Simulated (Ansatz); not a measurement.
The following input was run with Ansatz 0.2.0.

```yaml
crystal:
  lattice:
    - [5.0393684365, 0.0, 0.0]
    - [-2.5196842182, 4.364221085, 0.0]
    - [0.0, 0.0, 22.1146270984]
  atoms:
    - { symbol: Cu, position: [0.3333333333, 0.1666666667, 0.3617515215] }
    - { symbol: Cu, position: [0.3333333333, 0.6666666667, 0.3617515215] }
    - { symbol: Cu, position: [0.8333333333, 0.1666666667, 0.3617515215] }
    - { symbol: Cu, position: [0.8333333333, 0.6666666667, 0.3617515215] }
    - { symbol: Cu, position: [0.6666666667, 0.3333333333, 0.4554361922] }
    - { symbol: Cu, position: [0.6666666667, 0.8333333333, 0.4554361922] }
    - { symbol: Cu, position: [0.1666666667, 0.3333333333, 0.4554361922] }
    - { symbol: Cu, position: [0.1666666667, 0.8333333333, 0.4554361922] }
    - { symbol: Cu, position: [0.0, 0.5, 0.5491189691] }
    - { symbol: Cu, position: [0.0, 0.0, 0.5491189691] }
    - { symbol: Cu, position: [0.5, 0.5, 0.5491189691] }
    - { symbol: Cu, position: [0.5, 0.0, 0.5491189691] }
    - { symbol: F, position: [0.5, 0.0, 0.6418177965], spin: 1.0 }
basis:
  ecutwfc: 420
kpoints:
  mp_grid: { grid: [4, 4, 1] }
hamiltonian:
  xc: pbe
  dispersion: d3bj
scf:
  occupations: { method: gaussian, width: 0.1 }
output:
  forces: true
  eigenvalues: true
  populations: true
  write_density: true
  write_potential: true
  elf: true
  volumetric_format: npy
magnetization:
  spin_polarized: true
relax:
  adjacent_minimum: "off"
  f_tol: 0.04
  max_steps: 100
  constraints: [{ sites: [0, 1, 2, 3] }]
efield:
  axis: 3
  dipole_correction: true
  ramp_width: 0.04
```

Command:
```bash
ansatz run input.yaml --threads 8 --pin off --max-ram 20480MiB --backend cpu --events-out ev --progress --plain --runs-dir out
```

These are results of Ansatz, DFT PBE+D3(BJ), scalar-relativistic, plane waves, PAW, not measurements.

From the run's log, abridged (final results; tables in files aren't shown):

```
WARN: The output density's exchange-correlation potential varies sharply where the density is thin. Do not read a vacuum level from v_tot or v_xc, or from such a field of the output density. On a cell that repeats whose density bears no net charge and no dipole along the vacuum's axis use v_es (v_loc + v_h of the components); under efield.dipole_correction with no amplitude use v_es + v_field, which holds any external_charges[].barrier, or the levels of the report's work_function block, which leave it out; under a non-zero efield.amplitude the vacuum is tilted and has no level; on a cell that repeats and bears such a dipole with no correction it is tilted too, and efield.dipole_correction wi ...
SCF converged after 10 iterations
Magnetization: 0.0000 μB (117.5000 up, 117.5000 down)
Absolute magnetization: 0.0000 μB (∫|ρ↑−ρ↓|, with the PAW one-centre terms)
Spin contamination: 0.0000 ħ² per cell (⟨S²⟩ above its minimum at these occupations)
Per-site moments (μB) at R_I (Å): [(6.06516611e-9, 1.03936974), (6.06516620e-9, 1.03936974), (6.06516616e-9, 1.03936974), (-8.38731265e-8, 1.03936974), (9.09073544e-8, 1.03447557), (9.09073540e-8, 1.03447557), (2.13976630e-8, 1.03733817), (9.09073540e-8, 1.03447557), (3.85128084e-7, 1.03484004), (3.85128084e-7, 1.03484004), (3.85128084e-7, 1.03484004), (7.33376437e-7, 0.75754374), (-1.33439947e-6, 0.75754374)]
Free energy (F): -80310.893690 eV
Harris-Foulkes:  -80310.893689 eV  (|F-HF|=1.75e-7)
Internal energy: -80310.833737 eV  (E = F + TS)
E sigma→0 (E₀):  -80310.863714 eV
Entropy (-TS):   -0.059952 eV (-4.612 meV/atom)
Fermi energy:    0.817824 eV
Dipole field:    D = -0.095680 V/Å  (p = -0.257171 e·Å, saw-weighted, corrected)
Work function:   Φ+ = 7.0564 eV   Φ− = 4.9404 eV
Levels:          The Fermi level and band energies are counted from a zero that moves with the ramp; work functions are not
--- Per-component energies (eV) ---
  E_band       = -7985.022865
  E_kinetic    = 3802.450318
  E_local      = -478826.896941  (includes V_loc(G=0)·N_el)
  E_nonlocal   = 4763.215413
  E_hartree    = 234641.267037
  E_xc         = -1148.206868
  E_vxc        = -1480.356499  (∫ρ·V_xc dr)
  E_paw        = -20164.422871  (= ΣΔE_a)
  E_vpaw       = -5505.600266  (= ΣTr[D̂ρ^β])
  E_aug_tail   = 0.005152  (compensation charges beyond the density's cutoff)
  E_efield     = 0.012303  (sawtooth field / dipole correction)
  E_vefield    = -20.327764  (∫n·V_field dr)
  E_ewald      = 176626.580541
  E_disp       = -4.837820  (pairwise vdW)
  E_smearing   = -0.059952  (= −TS)
--- Forces (eV/Å), atoms counted from 1 ---
  atom   1  Cu     0.01786946    -0.01031694    -0.03054169
  atom   2  Cu     0.00000000     0.02063388    -0.03054169
  atom   3  Cu    -0.01786946    -0.01031694    -0.03054169
  atom   4  Cu     0.00000000     0.00000000     0.07806467
  atom   5  Cu     0.00000000    -0.01690927     0.00163513
  atom   6  Cu    -0.01464386     0.00845464     0.00163513
  atom   7  Cu     0.00000000     0.00000000     0.01081111
  atom   8  Cu     0.01464386     0.00845464     0.00163513
  atom   9  Cu     0.00603080    -0.00348189     0.00053369
  atom  10  Cu     0.00000000     0.00696377     0.00053369
  atom  11  Cu    -0.00603080    -0.00348189     0.00053369
  atom  12  Cu     0.00000000     0.00000000    -0.00467925
  atom  13  F      0.00000000     0.00000000     0.00082964
--- Band table (eV; the first three rows and the last of 8) ---
  k-point 0 ↑: bands = ["-111.8969", "-111.8853", "-111.8794", "-111.8794", "-111.7645", "-111.6131", "-111.6041", "-111.6041", "-111.5748", "-111.5421", "-111.5338", "-111.5338", "-69.3324", "-69.3324", "-69.3197", "-69.2645", "-69.2622", "-69.2520", "-69.2520", "-69.2322", "-69.2284", "-69.2284", "-69.2219", "-69.2219", "-69.1385", "-69.1385", "-69.1258", "-69.0633", "-69.0564", "-69.0564", "-69.0262", "-68.9956", "-68.9841", "-68.9841", "-68.9618", "-68.9618", "-68.9561", "-68.9561", "-68.9175", "-68.9105", "-68.9105", "-68.9092", "-68.9092", "-68.8985", "-68.8860", "-68.8608", "-68.8533", "-68.8533", "-20.7040", "-8.1321", "-6.0908", "-4.5978", "-4.1903", "-4.1606", "-4.1606", "-3.9864", ...
  k-point 1 ↑: bands = ["-111.8959", "-111.8852", "-111.8804", "-111.8794", "-111.7644", "-111.6118", "-111.6052", "-111.6041", "-111.5749", "-111.5411", "-111.5349", "-111.5338", "-69.3248", "-69.3212", "-69.3090", "-69.2679", "-69.2639", "-69.2601", "-69.2507", "-69.2424", "-69.2316", "-69.2311", "-69.2231", "-69.2217", "-69.1371", "-69.1349", "-69.1256", "-69.0551", "-69.0484", "-69.0450", "-69.0169", "-69.0012", "-68.9924", "-68.9837", "-68.9675", "-68.9672", "-68.9589", "-68.9584", "-68.9186", "-68.9161", "-68.9120", "-68.9102", "-68.9092", "-68.9019", "-68.8862", "-68.8599", "-68.8543", "-68.8533", "-20.7033", "-7.6269", "-5.6312", "-4.6642", "-4.2298", "-4.0701", "-4.0259", "-3.9781", ...
  k-point 2 ↑: bands = ["-111.8948", "-111.8851", "-111.8816", "-111.8794", "-111.7644", "-111.6097", "-111.6071", "-111.6041", "-111.5751", "-111.5394", "-111.5366", "-111.5338", "-69.3143", "-69.3073", "-69.2813", "-69.2780", "-69.2778", "-69.2664", "-69.2633", "-69.2465", "-69.2365", "-69.2294", "-69.2248", "-69.2215", "-69.1357", "-69.1312", "-69.1254", "-69.0465", "-69.0360", "-69.0183", "-69.0135", "-69.0127", "-69.0034", "-68.9821", "-68.9813", "-68.9759", "-68.9624", "-68.9544", "-68.9275", "-68.9144", "-68.9142", "-68.9120", "-68.9092", "-68.9051", "-68.8864", "-68.8584", "-68.8558", "-68.8533", "-20.7025", "-6.2476", "-6.2269", "-4.5598", "-4.5395", "-3.8951", "-3.8227", "-3.6490", ...
  k-point 3 ↓: bands = ["-111.8949", "-111.8848", "-111.8822", "-111.8792", "-111.7644", "-111.6098", "-111.6069", "-111.6042", "-111.5751", "-111.5394", "-111.5366", "-111.5338", "-69.3128", "-69.3034", "-69.2929", "-69.2864", "-69.2665", "-69.2633", "-69.2558", "-69.2523", "-69.2380", "-69.2292", "-69.2252", "-69.2213", "-69.1346", "-69.1324", "-69.1254", "-69.0439", "-69.0338", "-69.0285", "-69.0184", "-69.0021", "-69.0009", "-68.9871", "-68.9788", "-68.9750", "-68.9652", "-68.9527", "-68.9275", "-68.9144", "-68.9125", "-68.9116", "-68.9093", "-68.9069", "-68.8864", "-68.8584", "-68.8559", "-68.8533", "-20.7025", "-6.6703", "-5.0941", "-5.0754", "-4.8295", "-4.0018", "-3.9228", "-3.6338", ...
--- Relaxed structure (5 steps of the walk, 5 accepted, 0 SCFs on fresh bases) ---
  F+E_penalty+E_count = -80310.89368957 eV   max|allowed force component| = 1.691e-2 eV/Å
  atoms:
    - { symbol: Cu, position: [0.33333333, 0.16666666, 0.36175152] }
    - { symbol: Cu, position: [0.33333333, 0.66666666, 0.36175152] }
    - { symbol: Cu, position: [0.83333333, 0.16666666, 0.36175152] }
    - { symbol: Cu, position: [0.83333333, 0.66666666, 0.36175152] }
    - { symbol: Cu, position: [0.66588187, 0.33176374, 0.45608422] }
    - { symbol: Cu, position: [0.66588187, 0.83411812, 0.45608422] }
    - { symbol: Cu, position: [0.16666666, 0.33333333, 0.45559752] }
    - { symbol: Cu, position: [0.16823625, 0.83411812, 0.45608422] }
    - { symbol: Cu, position: [9.51473812e-5, 0.49990485, 0.54838079] }
    - { symbol: Cu, position: [9.51473812e-5, 0.00019029, 0.54838079] }
    - { symbol: Cu, position: [0.49980970, 0.49990485, 0.54838079] }
    - { symbol: Cu, position: [0.5, 0.0, 0.55059416] }
    - { symbol: F, position: [0.5, 0.0, 0.63363737] }
--- Löwdin populations: 13 sites ---
  site symbol q [e]    m [muB]
     0     Cu     18.8669     0.0000
     1     Cu     18.8669     0.0000
     2     Cu     18.8669     0.0000
     3     Cu     18.8578     0.0000
     4     Cu     18.7927     0.0000
     5     Cu     18.7927     0.0000
     6     Cu     18.8103     0.0000
     7     Cu     18.7927     0.0000
     8     Cu     18.7828     0.0000
     9     Cu     18.7828     0.0000
    10     Cu     18.7828     0.0000
    11     Cu     18.5718     0.0000
    12      F      7.6149     0.0000
  spilling = 0.007736 (of n_electrons = 235.000000)
```

The relaxation met its thresholds.

Time: 51 s on 8 threads of Intel(R) Xeon(R) Platinum 8259CL CPU @ 2.50GHz (Skylake/Cascade Lake), with other jobs on the host, peak memory 2.3 GiB.